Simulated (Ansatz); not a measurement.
WS₂:
```cif
data_S4W2
_chemical_formula_sum 'W2 S4'
_space_group_name_H-M_alt 'P 1'
_space_group_IT_number 1
_cell_length_a 3.15411
_cell_length_b 3.15411
_cell_length_c 12.14106
_cell_angle_alpha 90.000
_cell_angle_beta 90.000
_cell_angle_gamma 120.000
loop_
_space_group_symop_operation_xyz
  'x, y, z'
loop_
_atom_site_label
_atom_site_type_symbol
_atom_site_fract_x
_atom_site_fract_y
_atom_site_fract_z
_atom_site_occupancy
W1 W 0.33333 0.66667 0.75000 1
W2 W 0.66667 0.33333 0.25000 1
S1 S 0.33333 0.66667 0.12030 1
S2 S 0.66667 0.33333 0.87970 1
S3 S 0.66667 0.33333 0.62030 1
S4 S 0.33333 0.66667 0.37970 1
```

Relaxed with PBE+D3(BJ). PBE+D3(BJ) (plane waves, PAW; program Ansatz) gives a gap of 0.88 eV.

Q: What gap does HSE06 give on the same cell (Ansatz, PAW)?

A: 1.39 eV, 0.51 eV more. The hybrid was solved on a coarser mesh and at special points; its gap is the smallest among all of these.

| k | v1 PBE+D3(BJ) | c1 PBE+D3(BJ) | v1 HSE06 | c1 HSE06 |
|---|---|---|---|---|
| Γ | 0.00 | 2.25 | 0.00 | 2.91 |
| A | -0.31 | 2.24 | ? | ? |
| K | -0.57 | 1.26 | ? | ? |
| H | -0.71 | 1.26 | -0.75 | 1.72 |
| M | -1.57 | 2.27 | ? | ? |
| L | -1.66 | 2.29 | ? | ? |

Q: Top valence (v1) and lowest conduction level (c1) in eV from each method's valence maximum (which need not be a listed point): supply the withheld HSE06 values.

A: 
- A, v1 HSE06: -0.36
- A, c1 HSE06: 2.91
- M, v1 HSE06: -1.80
- M, c1 HSE06: 2.93
- K, v1 HSE06: -0.61
- K, c1 HSE06: 1.72
- L, v1 HSE06: -1.91
- L, c1 HSE06: 2.96

Cost on shared cores: the PBE+D3(BJ) run (SCF on a 10×10×3 mesh, then bands and DOS) very roughly 60 core-seconds, the HSE06 run (SCF on 6×6×2, then a few points) about 4 core-minutes (a rough figure); the tasks are unlike.

Space group P6_3/mmc. The PBE+D3(BJ) relaxation kept the symmetry of its start; phonons on a q-mesh show no instability. No spin polarisation was allowed. Scalar-relativistic: spin–orbit coupling is off unless named, which matters more the heavier the elements.

Potentials: the later of the program's two PAW sets.
